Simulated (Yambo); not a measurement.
A G0W0@PBEsol run in Yambo for SrCl$_{2}$ (fluorite, space group Fm-3m, No. 225) (4×4×4 Γ-centred k mesh, 152 bands and a 8 Ry block in the screening, 152 bands in G with the Bruneval-Gonze terminator, plasmon pole fitted at 27.2 eV) gives these matrix elements, in eV, at the band edges (X → Γ):

| state | E0 | <Vxc> | <Σx> | <Σc(E0)> | Z |
|---|---|---|---|---|---|
| valence edge | 0.000 | -14.691 | -19.005 | 2.079 | 0.811 |
| conduction edge | 5.256 | -8.066 | -3.933 | -3.398 | 0.862 |

Solve the linearised quasiparticle equation for both states, give the gap, and say how exchange and correlation each act on it.

E = E0 + Z(Σx + Σc − Vxc). Valence: 0.000 + 0.811 × (-19.005 + (2.079) − (-14.691)) = -1.81 eV. Conduction: 5.256 + 0.862 × (-3.933 + (-3.398) − (-8.066)) = 5.89 eV. The gap is 7.70 eV, against 5.26 eV in PBEsol. Replacing Vxc by bare exchange alone would open it by 8.45 eV; correlation takes back 5.48 eV of that, and Z scales what is left. Nearest settings tried, and what they do to the gap: 115 bands in W, 115 bands in G: -18 meV; 6 Ry block (169 vectors against 229): -50 meV; 2×2×2 mesh: -51 meV. So the settings aren't converged at that level. 

Geometry relaxed with PBEsol; primitive cell a = b = c = 4.8833 Å, α = β = γ = 60.00°.
